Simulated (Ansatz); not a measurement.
## Elastic constants of Si2SnGe: input and output

Method: DFT PBE, scalar-relativistic, plane waves, PAW in Ansatz.

Launched with:
```bash
ansatz run input.yaml --threads 2 --pin off --max-ram 6144MiB --backend cpu --events-out ev --progress --plain --runs-dir out
```

Input (bare energies are in eV):
```yaml
crystal:
  lattice:
    - [4.1210345594, 0.0, 0.0]
    - [0.0, 4.1210345594, 0.0]
    - [0.0, 0.0, 5.859094885]
  atoms:
    - { symbol: Si, position: [0.5, 0.0, 0.7683464591] }
    - { symbol: Si, position: [0.0, 0.5, 0.2316535409] }
    - { symbol: Sn, position: [0.0, 0.0, 0.5] }
    - { symbol: Ge, position: [0.5, 0.5, 0.0] }
basis:
  ecutwfc: 420
kpoints:
  mp_grid: { grid: [10, 10, 6] }
hamiltonian:
  xc: pbe
scf:
  occupations: { method: gaussian, width: 0.01 }
output:
  forces: true
  stress: true
  eigenvalues: true
elastic:
  mode: relaxed_ion
  stencil: two_point
```

From the output:
```
--- Elastic constants: 4 strain directions × 2 members + reference (group order 8) ---
  dense FFT box of the reference and of every strained cell: 30×30×40
  strains applied: 11, 33, 23, 12; error gains: componentwise 1.00 (the most a stress slope's error grows in a printed constant), spectral 1.41 (1 for all six strains in a standard setting)
  C = ∂σ_k/∂η_j (tension-positive GPa; Voigt order 11 22 33 23 13 12):
       127.250     19.037     40.981      0.000      0.000      0.000
        19.037    127.250     40.981      0.000      0.000      0.000
        40.981     40.981    108.598      0.000      0.000      0.000
         0.000      0.000      0.000     53.950      0.000     -0.000
         0.000     -0.000      0.000      0.000     53.950      0.000
         0.000      0.000      0.000      0.000      0.000     32.939
  reference stress σ⁰ (GPa):      0.001      0.001      0.001     -0.000      0.000     -0.000
  C* (energy form; C + prestress term) asymmetry max|C*_kj − C*_jk| = 1.688e-4 GPa — a small one proves nothing (zero by symmetry where the batch's group is 432, −43m or m−3m); a large one is finite-difference/SCF noise where every solve ...
  moduli (Voigt/Reuss/Hill, GPa): K = 62.79/62.78/62.78   G = 45.64/43.11/44.38   E = 107.74   ν = 0.214
  mechanically stable: yes (min eigenvalue of sym C = 32.94 GPa)
  strain η (Voigt 11):  stress-route row diagonal C_11 = 127.25 GPa, energy-path curvature d²(F+E_count+ΔE)/dδ²/Ω₀ = 127.20 GPa
         δ    σ_11 (GPa) F (eV) n_scf n_hpsi n_pw
    -2.000e-3      -0.2551      -11590.3245172      10   59944   1964   relax 5 steps, max|allowed force component| 2.08e-6 eV/Å
     2.000e-3       0.2539      -11590.3245105      10   60149   1968   relax 3 steps, max|allowed force component| 1.57e-5 eV/Å
  strain η (Voigt 33):  stress-route row diagonal C_33 = 108.60 GPa, energy-path curvature d²(F+E_count+ΔE)/dδ²/Ω₀ = 108.59 GPa
         δ    σ_33 (GPa) F (eV) n_scf n_hpsi n_pw
    -2.000e-3      -0.2164      -11590.3245387      10   34935   1964   relax 3 steps, max|allowed force component| 6.62e-9 eV/Å
     2.000e-3       0.2180      -11590.3245328      10   34996   1968   relax 2 steps, max|allowed force component| 1.73e-5 eV/Å
  strain η (Voigt 23):  stress-route row diagonal C_44 = 53.95 GPa, energy-path curvature d²(F+E_count+ΔE)/dδ²/Ω₀ = 53.98 GPa
         δ    σ_23 (GPa) F (eV) n_scf n_hpsi n_pw
    -2.000e-3      -0.1079      -11590.3246041      10   80103   1964   relax 5 steps, max|allowed force component| 1.70e-5 eV/Å
     2.000e-3       0.1079      -11590.3246041      10   79769   1964   relax 4 steps, max|allowed force component| 1.52e-5 eV/Å
  strain η (Voigt 12):  stress-route row diagonal C_66 = 32.94 GPa, energy-path curvature d²(F+E_count+ΔE)/dδ²/Ω₀ = 32.88 GPa
         δ    σ_12 (GPa) F (eV) n_scf n_hpsi n_pw
    -2.000e-3      -0.0659      -11590.3246316      10   51762   1966   relax 1 steps, max|allowed force component| 3.07e-6 eV/Å
     2.000e-3       0.0659      -11590.3246316      10   51758   1966   relax 1 steps, max|allowed force component| 3.07e-6 eV/Å
```

The run took 10 min on 2 threads of Oxide Virtual Turin-like Processor (Zen 5), with other jobs on the host, peak memory 0.71 GiB.

The cell was built by swapping an element in a database structure (itself possibly hypothetical) and relaxing; it need not be the stable form of this composition.